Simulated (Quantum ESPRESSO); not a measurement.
## ScGa3P3As (input and log of a self-consistent run)

Simulated, not a measurement. The program is pw.x of Quantum ESPRESSO 7.5 (plane-wave density functional theory). The cell is made up: 8 atoms on a zincblende/diamond lattice, with randomly drawn elements, strain and displacements, not relaxed. PseudoDojo standard norm-conserving files (v0.5 for PBE, v0.4.1 for LDA and PBEsol) set the functional; there is no spin polarisation, spin-orbit coupling or dispersion term, and the masses in the input are unused placeholders.

Input:

```
&control calculation='scf', pseudo_dir='./dojo.nc.sr.pbe.v0_5.standard.upf', outdir='./o', disk_io='medium', tprnfor=.true., tstress=.true. /
&system ibrav=0, nat=8, ntyp=4, nbnd=46, ecutwfc=84.00895049, nosym=.true., tot_charge=0,
 occupations='smearing', smearing='fd', degauss=0.0018374661
/
&electrons conv_thr=7.350e-09, electron_maxstep=60, /
ATOMIC_SPECIES
As 1.0 As.upf
Ga 1.0 Ga.upf
P 1.0 P.upf
Sc 1.0 Sc.upf
CELL_PARAMETERS angstrom
5.4369 0.0733 -0.0089
0.0733 5.5075 0.005
-0.0089 0.005 5.4543
ATOMIC_POSITIONS angstrom
Sc -0.0061 -0.0041 0.2535
Ga 0.184 2.7751 2.6554
Ga 2.7013 0.0725 2.6413
Ga 2.683 2.7497 0.1042
P 1.2926 1.3359 1.4598
As 1.4244 4.0438 4.1429
P 4.0866 1.5413 3.9292
P 4.2329 4.0968 1.3484
K_POINTS automatic
4 4 4 1 1 1
```

The log is shortened where brackets say so; the opening notice, blank lines, dates and the lines on written files are dropped, and the path of the files is cut. It prints rydbergs, bohrs and kilobars, and counts compression as positive stress. With no partly filled state, the Fermi energy that it prints is only some level between the filled and the empty states on the mesh, and need not lie in the true gap.

```
     Program PWSCF v.7.5
     Parallel version (MPI & OpenMP), running on       1 processor cores
     Number of MPI processes:                 1
     Threads/MPI process:                     1
     [start-up lines left out]
     bravais-lattice index     =            0
     lattice parameter (alat)  =      10.2752  a.u.
     unit-cell volume          =    1101.9503 (a.u.)^3
     number of atoms/cell      =            8
     number of atomic types    =            4
     number of electrons       =        80.00
     number of Kohn-Sham states=           46
     kinetic-energy cutoff     =      84.0090  Ry
     charge density cutoff     =     336.0358  Ry
     scf convergence threshold =      7.3E-09
     mixing beta               =       0.7000
     number of iterations used =            8  plain     mixing
     Exchange-correlation= PBE
                           (   1   4   3   4   0   0   0)
     [axes and pseudopotential details left out]
   Cartesian axes
     site n.     atom                  positions (alat units)
         1        Sc     tau(   1) = (  -0.0011219  -0.0007540   0.0466215  )
         2        Ga     tau(   2) = (   0.0338397   0.5103725   0.4883583  )
         3        Ga     tau(   3) = (   0.4967998   0.0133336   0.4857651  )
         4        Ga     tau(   4) = (   0.4934342   0.5057011   0.0191636  )
         5        P      tau(   5) = (   0.2377239   0.2456872   0.2684738  )
         6        As     tau(   6) = (   0.2619634   0.7437008   0.7619265  )
         7        P      tau(   7) = (   0.7515723   0.2834626   0.7226246  )
         8        P      tau(   8) = (   0.7784785   0.7534481   0.2479861  )
     number of k points=    32  Fermi-Dirac smearing, width (Ry)=  0.0018
                       cart. coord. in units 2pi/alat
        k(    1) = (   0.1235756   0.1216511   0.1247028), wk =   0.0625000
        k(    2) = (   0.1239867   0.1214194   0.3739292), wk =   0.0625000
     [further k points left out]
     Dense  grid:   114595 G-vectors     FFT dimensions: (  60,  64,  64)
     Estimated max dynamical RAM per process >     163.16 MB
     Initial potential from superposition of free atoms
     starting charge      79.9887, renormalised to      80.0000
     Starting wfcs are   58 randomized atomic wfcs
     total cpu time spent up to now is       12.2 secs
     per-process dynamical memory:    92.2 Mb
     Self-consistent Calculation
     iteration #  1     ecut=    84.01 Ry     beta= 0.70
     Davidson diagonalization with overlap
     ethr =  1.00E-02,  avg # of iterations =  3.6
     Threshold (ethr) on eigenvalues was too large:
     Diagonalizing with lowered threshold
     Davidson diagonalization with overlap
     ethr =  5.76E-04,  avg # of iterations =  2.0
     total cpu time spent up to now is       59.7 secs
     total energy              =    -809.27246619 Ry
     estimated scf accuracy    <       0.47639724 Ry
     iteration #  2     ecut=    84.01 Ry     beta= 0.70
     Davidson diagonalization with overlap
     ethr =  5.95E-04,  avg # of iterations =  5.6
     total cpu time spent up to now is       97.0 secs
     total energy              =    -809.33042566 Ry
     estimated scf accuracy    <       0.34379675 Ry
     iteration #  3     ecut=    84.01 Ry     beta= 0.70
     Davidson diagonalization with overlap
     ethr =  4.30E-04,  avg # of iterations =  5.8
     total cpu time spent up to now is      133.0 secs
     total energy              =    -809.39267913 Ry
     estimated scf accuracy    <       0.15947634 Ry
     iteration #  4     ecut=    84.01 Ry     beta= 0.70
     Davidson diagonalization with overlap
     ethr =  1.99E-04,  avg # of iterations =  3.3
     total cpu time spent up to now is      155.1 secs
     total energy              =    -809.42706817 Ry
     estimated scf accuracy    <       0.01097348 Ry
     iteration #  5     ecut=    84.01 Ry     beta= 0.70
     Davidson diagonalization with overlap
     ethr =  1.37E-05,  avg # of iterations =  6.1
     total cpu time spent up to now is      189.4 secs
     total energy              =    -809.42874136 Ry
     estimated scf accuracy    <       0.00224605 Ry
     iteration #  6     ecut=    84.01 Ry     beta= 0.70
     Davidson diagonalization with overlap
     ethr =  2.81E-06,  avg # of iterations =  2.5
     total cpu time spent up to now is      219.2 secs
     total energy              =    -809.42906735 Ry
     estimated scf accuracy    <       0.00023970 Ry
     iteration #  7     ecut=    84.01 Ry     beta= 0.70
     Davidson diagonalization with overlap
     ethr =  3.00E-07,  avg # of iterations =  5.1
     total cpu time spent up to now is      246.8 secs
     total energy              =    -809.42912720 Ry
     estimated scf accuracy    <       0.00000948 Ry
     iteration #  8     ecut=    84.01 Ry     beta= 0.70
     Davidson diagonalization with overlap
     ethr =  1.19E-08,  avg # of iterations =  4.0
     total cpu time spent up to now is      276.5 secs
     total energy              =    -809.42912972 Ry
     estimated scf accuracy    <       0.00000272 Ry
     iteration #  9     ecut=    84.01 Ry     beta= 0.70
     Davidson diagonalization with overlap
     ethr =  3.40E-09,  avg # of iterations =  2.3
     total cpu time spent up to now is      300.6 secs
     total energy              =    -809.42913004 Ry
     estimated scf accuracy    <       0.00000039 Ry
     iteration # 10     ecut=    84.01 Ry     beta= 0.70
     Davidson diagonalization with overlap
     ethr =  4.84E-10,  avg # of iterations =  5.1
     total cpu time spent up to now is      328.7 secs
     total energy              =    -809.42913014 Ry
     estimated scf accuracy    <       0.00000002 Ry
     iteration # 11     ecut=    84.01 Ry     beta= 0.70
     Davidson diagonalization with overlap
     ethr =  3.09E-11,  avg # of iterations =  3.5
     total cpu time spent up to now is      357.6 secs
     End of self-consistent calculation
          k = 0.1236 0.1217 0.1247 ( 14322 PWs)   bands (ev):
   -40.2353 -26.4797 -26.4751 -26.4046 -26.3754 -26.3689 -19.0671 -18.9900
   -18.9616  -6.6207  -6.5407  -6.4889  -6.4388  -6.4151  -6.3902  -6.3602
    -6.3510  -6.3438  -6.3307  -6.3096  -6.3003  -6.2866  -6.2769  -6.2683
    -3.8915  -1.7745  -1.4118  -0.8783   1.5312   1.8740   4.5559   5.0097
     5.1956   5.7086   5.9656   6.3421   6.4675   6.9733   7.7081   7.8569
     9.1658   9.5311   9.9364  10.2157  10.6189  10.9438
     [levels at the other k points left out]
     the Fermi energy is     8.6713 ev
!    total energy              =    -809.42913015 Ry
     estimated scf accuracy    <          4.2E-09 Ry
     smearing contrib. (-TS)   =      -0.00000000 Ry
     internal energy E=F+TS    =    -809.42913015 Ry
     The total energy is F=E-TS. E is the sum of the following terms:
     one-electron contribution =    -412.86238329 Ry
     hartree contribution      =     258.44888959 Ry
     xc contribution           =    -202.20952051 Ry
     ewald contribution        =    -452.80611594 Ry
     convergence has been achieved in  11 iterations
     Forces acting on atoms (cartesian axes, Ry/au):
     atom    1 type  4   force =    -0.04870436    0.02358162   -0.17066343
     atom    2 type  2   force =    -0.05992548    0.00143871    0.05319085
     atom    3 type  2   force =     0.05115540   -0.03216198    0.05116553
     atom    4 type  2   force =     0.05850018   -0.04360465    0.00411934
     atom    5 type  3   force =     0.11379624    0.07711842    0.00510079
     atom    6 type  1   force =     0.00525957    0.06498870   -0.02646526
     atom    7 type  3   force =    -0.00089665   -0.02749455    0.03919482
     atom    8 type  3   force =    -0.11918490   -0.06386627    0.04435736
     Total force =     0.310653     Total SCF correction =     0.000197
     Computing stress (Cartesian axis) and pressure
          total   stress  (Ry/bohr**3)                   (kbar)     P=      127.89
   0.00081121   0.00013386   0.00021359          119.33       19.69       31.42
   0.00013386   0.00098643   0.00005460           19.69      145.11        8.03
   0.00021359   0.00005460   0.00081054           31.42        8.03      119.23
     init_run     :     11.44s CPU     12.14s WALL (       1 calls)
     electrons    :    342.37s CPU    345.33s WALL (       1 calls)
     forces       :      6.18s CPU      6.24s WALL (       1 calls)
     stress       :     17.08s CPU     17.18s WALL (       1 calls)
     [timing details left out]
     PWSCF        :   6m17.28s CPU   6m21.29s WALL
     JOB DONE.
```

In other units: free energy -11012.844 eV for the cell, pressure 12.79 GPa, largest force component 4.388 eV/Å. A rerun of this cell at 1437 eV and a 6 x 6 x 6 mesh moved values by no more than 0.008 eV in energy, 0.02 GPa in stress and 0.005 eV/Å in force.